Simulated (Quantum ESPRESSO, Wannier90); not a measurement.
**Tight-binding from DFT: ZrN (P-3m1)**

```
begin unit_cell_cart
ang
    3.2090200687    0.0000000000    0.0000000000
   -1.6045100344    2.7790929008    0.0000000000
    0.0000000000    0.0000000000    5.5169200000
end unit_cell_cart
begin atoms_frac
Zr  -0.3333333333  0.3333333333 -0.2547300000
Zr   0.3333333333 -0.3333333333  0.2547300000
N    0.0000000000  0.0000000000  0.0000000000
N    0.0000000000  0.0000000000  0.5000000000
end atoms_frac
```

Materials Project entry mp-1014160; symmetrised, unrelaxed at this level. Not found in the COD (Crystallography Open Database) copy used, which has the formula in other groups; not checked further. Method: PBEsol plane waves in Quantum ESPRESSO 7.5 (PseudoDojo norm-conserving files, 68 Ry, no spin polarisation, no spin-orbit coupling), Bloch states on a 12×12×6 mesh through Γ, Wannier90 4.0.1. Density: 12×12×6 mesh, cold smearing 0.01 Ry.

A tight-binding model is made by disentanglement and projection with no localisation steps (num_iter = 0), so the 16 orbitals stay atom-like: hydrogen-like Zr: d; N: p, axes along x, y, z; frozen window up to 1.50 eV relative to the Fermi level. It follows pw.x to 1.2 meV rms for states up to 1.0 eV relative to the Fermi level. Matrix elements depend on this choice of orbitals and windows.

Problem. What are the on-site energies relative to the Fermi level, and how fast do the hoppings decay?

Solution. 
```
atom    orbitals  energy (eV)
----  ----------  -----------
Zr1          dz2         1.67
Zr1      dxz dyz         3.32
Zr1   dx2-y2 dxy         2.00
Zr2          dz2         1.67
Zr2      dxz dyz         3.32
Zr2   dx2-y2 dxy         2.00
N3            pz        -2.40
N3         px py        -2.46
N4            pz        -2.53
N4         px py        -2.61
```

```json
[
 {"distance of the centres (Å)": "2–3", "largest modulus (eV)": "1.7"},
 {"distance of the centres (Å)": "3–4", "largest modulus (eV)": "0.77"},
 {"distance of the centres (Å)": "4–5", "largest modulus (eV)": "0.13"},
 {"distance of the centres (Å)": "5–6", "largest modulus (eV)": "0.074"},
 {"distance of the centres (Å)": "6–7", "largest modulus (eV)": "0.055"},
 {"distance of the centres (Å)": "7–8", "largest modulus (eV)": "0.012"},
 {"distance of the centres (Å)": "8–9", "largest modulus (eV)": "0.0066"},
 {"distance of the centres (Å)": "9–10", "largest modulus (eV)": "0.0034"},
 {"distance of the centres (Å)": "10–11", "largest modulus (eV)": "0.0031"},
 {"distance of the centres (Å)": "11–12", "largest modulus (eV)": "0.0020"},
 {"distance of the centres (Å)": "12–13", "largest modulus (eV)": "0.0015"}
]
```
